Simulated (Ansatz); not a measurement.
## BC: forces and stress of a distorted cell

This is generated BC built from a simple cubic array of dimers (box 2.5 bond lengths wide) and then distorted, one atom being moved towards a neighbour.

Theory: DFT, PBE, all-electron full-potential LAPW, scalar-relativistic, point nucleus (Ansatz 0.2 development build). 2×2×2 (half-step shift) k-points (coarse, not zone-converged), Fermi–Dirac occupations at kT = 0.15 eV. In metals such a mesh can move stress, forces and moments by their own size. Spin-restricted. The cell's electron count is odd, so a run with spin could end lower. Labels count atoms in the order given.

```
CELL_PARAMETERS angstrom
3.41115 0.00020 0.02434
0.00020 3.52824 0.04574
0.02434 0.04574 3.25086
ATOMIC_POSITIONS crystal
C 0.51920 0.57207 0.39552
B 0.76077 0.78253 0.61070
```

Question: Give the forces on the atoms and the pressure.

Answer: 
Forces (eV/Å): C1 (-4.828, -3.733, -4.214); B2 (4.828, 3.733, 4.214).

Stress (GPa; xx, yy, zz, yz, xz, xy; compression positive): 1.98, 2.51, 0.35, 16.12, 19.69, 18.72.

| Quantity | Value |
| --- | --- |
| All-electron E − TS, for this scheme | -1705.060 eV |
| Pressure | 1.61 GPa |
| Largest force | 7.416 eV/Å |
